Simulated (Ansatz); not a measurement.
Values for one crystal, relaxed and computed with r²SCAN in the plane-wave PAW code Ansatz; other levels are named.

| Property | Value |
|---|---|
| Volume per atom | 10.22 Å³ |
| Band gap | 3.05 eV (indirect) |
| HSE06 gap on the r²SCAN cell | 4.19 eV |
| Pressure derivative B′ | 4.7 |
| Smallest direct gap on the standard path | 3.08 eV |
| Bulk modulus (Birch–Murnaghan fit) | 221 GPa |
| Hole effective mass | 0.46, 4.4, 4.7 mₑ (principal values) |

Task: Pick the material that matches.
A) TiO2, Pbcn (Ti on 4c, O on 8d)
B) ZrO2, Pbca (Zr on 8c, O on 8c, O on 8c)
C) VBrO, Pmmn (V on 2a, Br on 2b, O on 2b)
D) Ba2PdO3, Immm (Ba on 4i, Pd on 2a, O on 4i, O on 2d)

Result: A, TiO2, Pbcn (Ti on 4c, O on 8d)

This is a known high-pressure phase of the composition, computed here at zero pressure and temperature. Symmetry was held in the r²SCAN relaxation; its stability against distortions is not shown here. No spin polarisation was allowed.

Potentials: the later of the program's two PAW sets.
